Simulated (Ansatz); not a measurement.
One crystal and one scan (generalised stacking-fault energy along a line) at two levels, r2SCAN (plane waves to 500 eV, PAW, scalar-relativistic; Ansatz, a first-principles code) and PBE (plane waves to 420 eV, PAW, scalar-relativistic; Ansatz), each from its own relaxed cell and on its own mesh. The cell shown is that of r2SCAN.

Ge (diamond) is sheared across one {111} plane, shuffle cut: the third cell vector gains the shift, so faults repeat every 9.8 Å. The cut lies between planes 2.46 Å apart; the cell height is held.

```
CELL_PARAMETERS angstrom
      4.01120     0.00000     0.00000
      2.00560     3.47380     0.00000
      0.00000     0.00000     9.82539
ATOMIC_POSITIONS crystal
  Ge 0.33333 0.33333 0.87500
  Ge 0.00000 0.00000 0.20833
  Ge 0.66667 0.66667 0.54167
  Ge 0.66667 0.66667 0.79167
  Ge 0.33333 0.33333 0.12500
  Ge 0.00000 0.00000 0.45833
```

In-plane vectors a = (4.011, 0.000) Å, b = (2.006, 3.474) Å, area 13.93 Å². The shift is s times the vector a + b (length 6.948 Å), so s = 1 restores the start. Atoms relax along the normal only. γ = [E(shift) − E(0)] / area.

Energies are extrapolated to zero smearing. Ge was relaxed with its symmetry unable to fall. The PAW data are Ansatz's earlier set. As the smearing reaches across the gap at some points, the k mesh leaves noise in γ, roughly 0.02 J/m² as judged from a few cases. Faults lie only 10.0 Å apart, and holding the cell height raises γ above its relaxed value. Faults lie only 9.8 Å apart, and holding the cell height raises γ above its relaxed value. With partly filled bands, the k mesh leaves noise in γ, roughly 0.02 J/m² as judged from a few cases. Percentages come from the unrounded values. Both scans cover s from 0.000 to 0.917.

Results of r2SCAN:

Lattice constant a (Å): 5.673
Band gap of the relaxed cell, no spin-orbit coupling (eV): 0.37
Highest computed γ on the line (J/m²): 1.92
Steepest slope dγ/d(shift) before the first maximum (spline) (GPa): 14
Position of the highest point: s = 0.333

Q: Estimate the PBE values.

A: 
```tsv
quantity	PBE	r2SCAN − PBE
Lattice constant a (Å)	5.762	-0.089 (-1.6 %)
Band gap of the relaxed cell, no spin-orbit coupling (eV)	0.00	+0.37
Highest computed γ on the line (J/m²)	1.46	+0.46 (+31 %)
Steepest slope dγ/d(shift) before the first maximum (spline) (GPa)	11	+3
```

r2SCAN gives the higher value for: band gap of the relaxed cell, no spin-orbit coupling; highest computed γ on the line; steepest slope dγ/d(shift) before the first maximum. r2SCAN gives the lower value for: lattice constant a. Both give the same position of the highest point: s = 0.333.

(The slope of γ gives the shear force per area between the displaced halves; near zero shift its curvature is an elastic stiffness.)
